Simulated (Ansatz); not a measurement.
InSe:
```xyz
4
Lattice="4.0201 0.0000 0.0000 -2.0100 3.4815 0.0000 0.0000 0.0000 37.0000" Properties=species:S:1:pos:R:3 pbc="T T F"
Se     0.0000     0.0000    21.1632
Se     0.0000     0.0000    15.8368
In     0.0000     2.3210    17.1055
In     0.0000     2.3210    19.8945
```
The layer is periodic in x and y and isolated along z.

Relaxed with r²SCAN+D4.

### Question
Tabulate the total density of states from DFT-r²SCAN+D4 in the program Ansatz with PAW potentials.

### Answer
States/eV per cell of 4 atoms, means over 0.25 eV bins, energy of the bin centre from the valence-band maximum.

```tsv
E (eV)	total
-7.85	0.00
-7.60	0.00
-7.35	0.00
-7.10	0.00
-6.85	0.00
-6.60	0.00
-6.35	0.00
-6.10	0.00
-5.85	0.12
-5.60	3.84
-5.35	4.04
-5.10	0.00
-4.85	2.37
-4.60	1.51
-4.35	0.88
-4.10	0.68
-3.85	0.58
-3.60	0.55
-3.35	0.65
-3.10	1.41
-2.85	2.14
-2.60	4.17
-2.35	1.72
-2.10	3.20
-1.85	5.65
-1.60	6.09
-1.35	3.94
-1.10	2.55
-0.85	3.79
-0.60	2.21
-0.35	1.28
-0.10	2.65
0.15	0.00
0.40	0.00
0.65	0.00
0.90	0.00
1.15	0.00
1.40	0.00
1.65	0.00
1.90	0.00
2.15	0.12
2.40	0.18
2.65	1.50
2.90	4.15
3.15	4.01
3.40	4.19
3.65	0.86
3.90	0.78
4.15	0.21
4.40	1.11
4.65	2.42
4.90	3.36
5.15	3.36
5.40	4.25
5.65	6.31
5.90	1.32
```

Space group P-6m2 (GaSe-type). A layer that has been made, often on a substrate. The r²SCAN+D4 relaxation kept the symmetry of its start; whether a distortion lowers the energy is not shown. Scalar-relativistic: spin–orbit coupling is off unless named, which matters more the heavier the elements.

Potentials: the later of the program's two PAW sets.
